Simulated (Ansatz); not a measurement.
Input for Ansatz (plane-wave DFT, PAW):

```yaml
crystal:
  lattice:
    - [-2.1580851062, 2.1580851062, 4.3607864291]
    - [2.1580851062, -2.1580851062, 4.3607864291]
    - [2.1580851062, 2.1580851062, -4.3607864291]
  atoms:
    - { symbol: Cd, position: [0.75, 0.25, 0.5] }
    - { symbol: Cd, position: [0.25, 0.75, 0.5] }
    - { symbol: Cd, position: [0.5, 0.5, 0.0] }
    - { symbol: Ga, position: [0.0, 0.0, 0.0] }
basis:
  ecutwfc: 500
kpoints:
  mp_grid: { grid: [14, 14, 14] }
hamiltonian:
  xc: r2scan
scf:
  occupations: { method: gaussian, width: 0.1 }
output:
  forces: true
  stress: true
  eigenvalues: true
relax:
  adjacent_minimum: "off"
  f_tol: 0.01
  max_steps: 30
  cell: { stress_tol: 0.1, fix: [volume] }
```

Run as
```bash
ansatz run input.yaml --threads 1 --pin off --max-ram 2560MiB --backend cpu --events-out ev --progress --plain --runs-dir out
```

The calculation used Ansatz 0.2.0, DFT r2SCAN, scalar-relativistic, plane waves, PAW.

Abridged output:

```
Pseudopotentials: kind: paw
Pseudopotential: Cd, paw, valence charge 20, recommended cutoff 500 eV (meta_gga)
Pseudopotential: Ga, paw, valence charge 13, recommended cutoff 500 eV (meta_gga)
Functional definition: r2SCAN
Crystal: 4 atoms, lattice volume = 81.239 Å³
Basis set: ecut = 500 eV, 2087 PW (Γ), exchange–correlation on 160×160×160 points (64 copies of the dense FFT grid, shifted against one another)
Bands: 44, of which v1, the nominal top of the filled ones, is band 37 counted from 1 (36 counted from 0)
Symmetry: 16 space group operations
Space group: I4/mmm (ITA 139), of the structure as read, at distance tolerance 4.3e-5 Å
k-points: 244 of 2744
Initial density: superposition of atomic densities (neutral atoms: chi_scale 0, normalization atom), corrected by the library's trained network
Initial wavefunctions: pseudopotential atomic-orbital guess
Functional: x = r2scan, c = r2scan; τ floored in thin density (d = 2e-4 eV/Å³)
SCF iter   1: F=—  HF=-28594.476168 eV  |F-HF|=—  |Δ(HF+E_count)|=         —  Δρ=8.42e-3  dr2=2.54e-2  dr2_τ=1.90e-2  ethr=1.77e-3  ⟨swp⟩=6.3  Hψ=37025  notcnv=0  defer=48
SCF iter   2: F=—  HF=-28594.491863 eV  |F-HF|=—  |Δ(HF+E_count)|=   1.57e-2  Δρ=4.20e-3  dr2=6.47e-3  dr2_τ=9.88e-4  ethr=3.48e-5  ⟨swp⟩=2.0  Hψ=20466  notcnv=0  defer=515
SCF iter   3: F=—  HF=-28594.492801 eV  |F-HF|=—  |Δ(HF+E_count)|=   9.38e-4  Δρ=2.15e-3  dr2=2.01e-3  dr2_τ=1.64e-4  ethr=8.86e-6  ⟨swp⟩=2.0  Hψ=16186  notcnv=0  defer=515
SCF iter   4: F=—  HF=-28594.493066 eV  |F-HF|=—  |Δ(HF+E_count)|=   2.65e-4  Δρ=4.53e-4  dr2=3.23e-4  dr2_τ=5.67e-6  ethr=2.75e-6  ⟨swp⟩=2.0  Hψ=16198  notcnv=0  defer=515
SCF iter   5: F=—  HF=-28594.493137 eV  |F-HF|=—  |Δ(HF+E_count)|=   7.10e-5  Δρ=1.55e-4  dr2=4.80e-5  dr2_τ=8.09e-7  ethr=4.43e-7  ⟨swp⟩=2.3  Hψ=15896  notcnv=0  defer=515
SCF iter   6: F=—  HF=-28594.493153 eV  |F-HF|=—  |Δ(HF+E_count)|=   1.54e-5  Δρ=4.90e-5  dr2=1.60e-6  dr2_τ=8.86e-8  ethr=6.57e-8  ⟨swp⟩=2.2  Hψ=14858  notcnv=0  defer=515
SCF iter   7: F=—  HF=-28594.493155 eV  |F-HF|=—  |Δ(HF+E_count)|=   2.29e-6  Δρ=1.81e-5  dr2=2.30e-7  dr2_τ=4.61e-9  ethr=2.19e-9  ⟨swp⟩=2.0  Hψ=17228  notcnv=0  defer=515
SCF iter   8: F=-28594.493155 eV  HF=-28594.493155 eV  |F-HF|=4.54e-8  |Δ(HF+E_count)|=   2.82e-7  Δρ=7.03e-6  dr2=5.96e-8  dr2_τ=6.62e-10  ethr=1.37e-10  ⟨swp⟩=8.5  Hψ=48652  notcnv=0
SCF 1 converged in 8 iterations: F = -28594.493155 eV  dr2 = 5.96e-8
relax step   1: F+E_penalty+E_count = -28594.49315515 eV  Δ(F+E_penalty+E_count) = +0.000e0 eV  max|allowed force component| = 1.388e-17 eV/Å  Δτ_max = 0.0000 Å  P = +1.772 GPa  Ω = 81.239 Å³  fix = [volume]  reactions: volume +1.772 GPa (8 SCF iters, dr2 threshold 1.00e-7 eV, accepted)
Initial density: handed on by an earlier stage of this run
Initial wavefunctions: pseudopotential atomic-orbital guess (no wavefunctions were taken with the density)
SCF iter   1: F=—  HF=-28594.493155 eV  |F-HF|=—  |Δ(HF+E_count)|=         —  Δρ=7.06e-6  dr2=5.97e-8  dr2_τ=6.61e-10  ethr=8.48e-9  ⟨swp⟩=3.1  Hψ=67824  notcnv=0
SCF iter   2: F=—  HF=-28594.493155 eV  |F-HF|=—  |Δ(HF+E_count)|=   3.27e-8  Δρ=5.04e-6  dr2=3.20e-8  dr2_τ=1.76e-10  ethr=8.18e-11  ⟨swp⟩=2.0  Hψ=18715  notcnv=0
SCF iter   3: F=—  HF=-28594.493155 eV  |F-HF|=—  |Δ(HF+E_count)|=   3.99e-8  Δρ=2.01e-6  dr2=4.76e-9  dr2_τ=1.69e-10  ethr=4.38e-11  ⟨swp⟩=2.0  Hψ=15390  notcnv=0
SCF iter   4: F=—  HF=-28594.493155 eV  |F-HF|=—  |Δ(HF+E_count)|=   7.33e-9  Δρ=5.72e-7  dr2=4.34e-10  dr2_τ=5.25e-12  ethr=6.53e-12  ⟨swp⟩=2.0  Hψ=16745  notcnv=0
SCF iter   5: F=-28594.493155 eV  HF=-28594.493155 eV  |F-HF|=7.28e-12  |Δ(HF+E_count)|=  2.91e-11  Δρ=3.18e-7  dr2=1.53e-10  dr2_τ=1.25e-12  ethr=1.00e-12  ⟨swp⟩=4.2  Hψ=37024  notcnv=0
SCF 2 converged in 5 iterations: F = -28594.493155 eV  dr2 = 1.53e-10
SCF converged after 5 iterations
Free energy (F): -28594.493155 eV
Harris-Foulkes:  -28594.493155 eV  (|F-HF|=7.28e-12)
Internal energy: -28594.486776 eV  (E = F + TS)
E sigma→0 (E₀):  -28594.489965 eV
Entropy (-TS):   -0.006379 eV (-1.595 meV/atom)
Fermi energy:    14.041877 eV
--- Per-component energies (eV) ---
  E_band       = -1279.468661
  E_kinetic    = 1631.924370
  E_local      = -10544.412555  (includes V_loc(G=0)·N_el)
  E_nonlocal   = 522.656202
  E_hartree    = 4975.298152
  E_xc         = -569.756411
  E_vxc        = -801.884267  (∫ρ·V_xc dr)
  E_paw        = -14313.615952  (= ΣΔE_a)
  E_vpaw       = -2094.515437  (= ΣTr[D̂ρ^β])
  E_aug_tail   = -0.000021  (compensation charges beyond the density's cutoff)
  E_vtau       = 56.166424  (kinetic-family band-sum trace: ∫τ·v_τ [+ j·A + Jᵃ·Aᵃ] dr)
  E_ewald      = -10294.233179
  E_core_change = -2.347382  (= ΣΔE_core)
  E_smearing   = -0.006379  (= −TS)
--- Forces (eV/Å), atoms counted from 1 ---
  atom   1  Cd     0.00000000     0.00000000     0.00000000
  atom   2  Cd     0.00000000     0.00000000     0.00000000
  atom   3  Cd     0.00000000     0.00000000     0.00000000
  atom   4  Ga     0.00000000     0.00000000     0.00000000
--- Stress (GPa, compression-positive) ---
        1.771833       0.000000       0.000000
        0.000000       1.771833       0.000000
        0.000000       0.000000       1.771035
  P = ⅓ Tr σ = 1.7716 GPa (17.716 kbar)
--- Band table (eV; the first three rows and the last of 244) ---
  k-point 0: bands = ["-92.0430", "-92.0370", "-92.0346", "-52.1978", "-52.1891", "-52.1891", "-52.1771", "-52.1771", "-52.1629", "-52.1602", "-52.1602", "-52.1577", "-1.4226", "-1.4206", "-1.4196", "-1.4192", "-1.4192", "3.7703", "3.7721", "3.9512", "3.9516", "4.2484", "4.2484", "4.2723", "4.2723", "4.4604", "4.7189", "4.8122", "4.8919", "5.0526", "5.0821", "5.0821", "5.3697", "12.3382", "13.2355", "15.0114", "15.0114", "15.7396", "15.8937", "15.8937", "16.9069", "17.5648", "17.5674", "20.9723"]
  k-point 1: bands = ["-92.0429", "-92.0369", "-92.0347", "-52.1982", "-52.1885", "-52.1878", "-52.1775", "-52.1773", "-52.1631", "-52.1615", "-52.1597", "-52.1579", "-1.4221", "-1.4197", "-1.4197", "-1.4191", "-1.4183", "3.7944", "3.8164", "3.9755", "4.0163", "4.2273", "4.2645", "4.2710", "4.2784", "4.4771", "4.7237", "4.8138", "4.8792", "5.0330", "5.0409", "5.0678", "5.3344", "12.4789", "12.8992", "14.5290", "14.9853", "15.1331", "15.2094", "16.3586", "17.9073", "18.1319", "18.3693", "19.9497"]
  k-point 2: bands = ["-92.0428", "-92.0368", "-92.0349", "-52.1993", "-52.1868", "-52.1840", "-52.1785", "-52.1779", "-52.1647", "-52.1634", "-52.1586", "-52.1585", "-1.4215", "-1.4209", "-1.4189", "-1.4170", "-1.4147", "3.8318", "3.9197", "4.0368", "4.1235", "4.2656", "4.2962", "4.3024", "4.3025", "4.5339", "4.7522", "4.8220", "4.8349", "4.9326", "4.9788", "5.0081", "5.2676", "12.2914", "12.8717", "13.6359", "14.1877", "14.2521", "15.0895", "17.4656", "18.2655", "19.2636", "19.4916", "19.7595"]
  k-point 243: bands = ["-92.0422", "-92.0376", "-92.0346", "-52.1938", "-52.1938", "-52.1883", "-52.1689", "-52.1689", "-52.1673", "-52.1638", "-52.1638", "-52.1628", "-1.4253", "-1.4228", "-1.4228", "-1.4206", "-1.4204", "3.5903", "3.8435", "3.8435", "3.8536", "4.1294", "4.1724", "4.6255", "4.7207", "4.7855", "4.7855", "5.0173", "5.1704", "5.1704", "5.1887", "5.3694", "5.9138", "6.8179", "12.4859", "12.4859", "14.0425", "15.6163", "19.3876", "20.2673", "20.2673", "21.6497", "23.5667", "23.7206"]
--- Relaxed structure (1 steps of the walk, 1 accepted, 1 SCFs on fresh bases) ---
  F+E_penalty+E_count = -28594.49315519 eV   max|allowed force component| = 1.301e-17 eV/Å   (the final SCF, on the basis selected at the relaxed cell)
  cell:  # Å, volume = 81.2385 Å³
    - [-2.1580851062, 2.1580851062, 4.3607864291]
    - [2.1580851062, -2.1580851062, 4.3607864291]
    - [2.1580851062, 2.1580851062, -4.3607864291]
  atoms:
    - { symbol: Cd, position: [0.75000000, 0.25, 0.50000000] }
    - { symbol: Cd, position: [0.25, 0.75000000, 0.50000000] }
    - { symbol: Cd, position: [0.50000000, 0.50000000, 0.0] }
    - { symbol: Ga, position: [0.0, 0.0, 0.0] }
```

The relaxation met its thresholds.

Time: 89 s on 1 thread of Intel(R) Xeon(R) 6975P-C (Granite Rapids), with other jobs on the host, peak memory 1.3 GiB.